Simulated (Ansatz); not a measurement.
Start of a relaxation of ReHg₂Sb₂:

Space group P4/mmm (No. 123). a = 4.732 Å, b = 4.732 Å, c = 6.419 Å, α = 90.00°, β = 90.00°, γ = 90.00°
```json
{"atom": "Re", "site": "1a", "symmetry": "4/mmm", "x": "0.0000", "y": "0.0000", "z": "0.0000"}
{"atom": "Hg", "site": "2e", "symmetry": "mmm.", "x": "0.0000", "y": "0.5000", "z": "0.5000"}
{"atom": "Sb", "site": "2h", "symmetry": "4mm", "x": "0.5000", "y": "0.5000", "z": "0.2400"}
```

Theory: DFT PBE, scalar-relativistic, plane waves, PAW (Ansatz). Cutoff 420 eV, Gaussian smearing, Γ-centred meshes. Cell and atoms relax first on a coarse mesh and then on a finer one. In between, the cell is made exact in the group found at 0.06 Å. In metals the finer mesh still leaves noise of several meV/atom or more. The steps can't lower the symmetry of their start. No spin polarisation.

A guess keeps its type if space group and coordination stay and the shape of the cell changes little (axis ratios within about 15 %, angles within 6°); the volume may change.

Q: Does it keep its structure type, or change into something else?

A: It doesn't keep its type. The symmetry stays P4/mmm (No. 123). The volume per atom shrinks by 8.0 %, from 28.7 to 26.4 Å³. The shortest distance goes from 2.90 Å (Hg–Sb) to 2.59 Å (Hg–Hg). The ratio c/a of the conventional cell changes by a factor of 1.98. Counting neighbours within 15 % of an atom's shortest distance, the start has Hg 4, Re 16, Sb 5 and the end Hg 4, Re 8, Sb 5. In detail, at the end around Re lie 8 Sb at 3.00 Å and 4 Re at 3.67 Å; Hg is surrounded by 4 Hg at 2.59 Å, 4 Hg at 3.67 Å and 4 Sb at 3.87 Å; Sb has 4 Re at 3.00 Å, 1 Sb at 3.02 Å, 4 Sb at 3.67 Å and 4 Hg at 3.87 Å.

```cif
data_structure
_symmetry_space_group_name_H-M 'P 1'
_symmetry_Int_Tables_number 1
_cell_length_a 3.6669
_cell_length_b 3.6669
_cell_length_c 9.8303
_cell_angle_alpha 90.000
_cell_angle_beta 90.000
_cell_angle_gamma 90.000
_cell_volume 132.18
loop_
_atom_site_label
_atom_site_type_symbol
_atom_site_fract_x
_atom_site_fract_y
_atom_site_fract_z
_atom_site_occupancy
Re1 Re 0.00000 0.00000 0.00000 1
Hg1 Hg 0.00000 0.50000 0.50000 1
Hg2 Hg 0.50000 0.00000 0.50000 1
Sb1 Sb 0.50000 0.50000 0.15372 1
Sb2 Sb 0.50000 0.50000 0.84628 1
```

The last run used a 10×10×4 mesh (in the run's order of axes) for its 5-atom cell and Gaussian smearing of 0.10 eV. No dispersion correction is applied, so the spacing and binding between layers, chains or molecules are poorly described. Spin–orbit coupling, which can matter for Hg, Re and Sb, is left out. Symmetry constrained the relaxation, so the result can be a saddle point.
